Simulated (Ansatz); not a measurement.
Cells of AlPd relaxed with PBEsol (plane waves to 420 eV, PAW, scalar-relativistic; Ansatz, a quantum-chemistry and plane-wave program), each with a space-group label. One label is wrong.

**A**, labelled Cmmm (No. 65)
```yaml
crystal:
  lattice:
    - [3.31736, -3.73610, 0.00000]
    - [3.31736, 3.73610, 0.00000]
    - [0.00000, 0.00000, 4.09362]
  atoms:
    - { symbol: Al, position: [0.21159, 0.78841, 0.00000] }
    - { symbol: Al, position: [0.78841, 0.21159, 0.00000] }
    - { symbol: Al, position: [0.50000, 0.50000, 0.50000] }
    - { symbol: Pd, position: [0.00000, 0.00000, 0.50000] }
    - { symbol: Pd, position: [0.70809, 0.70809, 0.00000] }
    - { symbol: Pd, position: [0.29191, 0.29191, 0.00000] }
```

**B**, labelled Pmmm (No. 47)
```yaml
crystal:
  lattice:
    - [4.85053, 0.00000, 0.00000]
    - [0.00000, 4.85053, 0.00000]
    - [0.00000, 0.00000, 4.85053]
  atoms:
    - { symbol: Al, position: [0.84430, 0.84430, 0.84430] }
    - { symbol: Al, position: [0.65570, 0.15570, 0.34430] }
    - { symbol: Al, position: [0.34430, 0.65570, 0.15570] }
    - { symbol: Al, position: [0.15570, 0.34430, 0.65570] }
    - { symbol: Pd, position: [0.14745, 0.14745, 0.14745] }
    - { symbol: Pd, position: [0.35255, 0.85255, 0.64745] }
    - { symbol: Pd, position: [0.64745, 0.35255, 0.85255] }
    - { symbol: Pd, position: [0.85255, 0.64745, 0.35255] }
```

**C**, labelled R3m (No. 160)
```xyz
6
Lattice="2.0525 1.1850 6.8013 -2.0525 1.1850 6.8013 0.0000 -2.3700 6.8013" Properties=species:S:1:pos:R:3 pbc="T T T"
Pd     0.0000     0.0000    19.9648
Pd     0.0000     0.0000     4.6915
Pd     0.0000     0.0000    14.8203
Al     0.0000     0.0000     2.2211
Al     0.0000     0.0000     7.2136
Al     0.0000     0.0000    17.4013
```

**D**, labelled Fm-3m (No. 225)
```xyz
2
Lattice="0.0000 2.5340 2.5340 2.5340 0.0000 2.5340 2.5340 2.5340 0.0000" Properties=species:S:1:pos:R:3 pbc="T T T"
Al     2.5340     2.5340     2.5340
Pd     0.0000     0.0000     0.0000
```

Question: Which label is wrong, and what should it be (tolerance 0.01 Å)?

Answer: B: its symmetry is P2₁3 (No. 198), cP8, AFLOW prototype AB_cP8_198_a_a (B20, as in FeSi); a = b = c = 4.8505 Å, α = β = γ = 90.00°.

Each run could gain symmetry but not lose that of its start, so entries can be saddle points. From databases, or of a type measured for this composition: P2₁3, cP8, AFLOW prototype AB_cP8_198_a_a (B20, as in FeSi); the others are generated cells (placed on structure types, drawn at random, substituted or restacked) that were not matched to a known phase here.

No spin polarisation in the result.
